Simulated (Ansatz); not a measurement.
BiClO:
```
BiClO
1.0
    3.88862     0.00000     0.00000
    0.00000     3.88862     0.00000
    0.00000     0.00000     7.42689
Bi Cl O
2 2 2
Cartesian
  0.00000   1.94431   6.17249
  1.94431   0.00000   1.25440
  1.94431   0.00000   4.83176
  0.00000   1.94431   2.59514
  0.00000   0.00000   0.00000
  1.94431   1.94431   0.00000
```

Relaxed with r²SCAN+D4. Special points in fractions of this cell's reciprocal vectors: Γ (0.000, 0.000, 0.000); X (0.000, 0.500, 0.000); M (0.500, 0.500, 0.000); Z (0.000, 0.000, 0.500); R (0.000, 0.500, 0.500); A (0.500, 0.500, 0.500).

Q: List the band energies nearest the valence-band maximum at these points for plane-wave PAW r²SCAN+D4 (Ansatz code).

A: In eV from the valence-band maximum; about four levels below and three above (degenerate sets whole), none deeper than 8.9 eV; points with the same levels are listed once.

```tsv
k	below	above
Γ	-1.17 -1.17 -0.96 -0.80	3.50 4.15 5.85 5.85
X	-1.01 -1.01 -0.09 -0.09	5.10 5.10 5.73 5.73
M	-0.82 -0.82 -0.78 -0.78	4.58 4.58 6.36 6.36
Z	-0.90 -0.90 -0.46 -0.44	3.01 3.48 5.85 5.85
R	-0.81 -0.81 -0.09 -0.09	4.91 4.91 5.80 5.80
A	-1.44 -1.44 -0.78 -0.78	4.96 4.96 6.55 6.55
```

Space group P4/nmm. The first step of the workflow began from a Materials Project structure, measured or hypothetical; the Crystallography Open Database files this formula in space group No. 129, but the cells were not matched. Whether it is the stable phase at ambient conditions was not checked. Symmetry was held in the r²SCAN+D4 relaxation; whether a distortion lowers the energy is not shown. Scalar-relativistic: spin–orbit coupling is off unless named, which matters more the heavier the elements.

Potentials: the later of the program's two PAW sets.
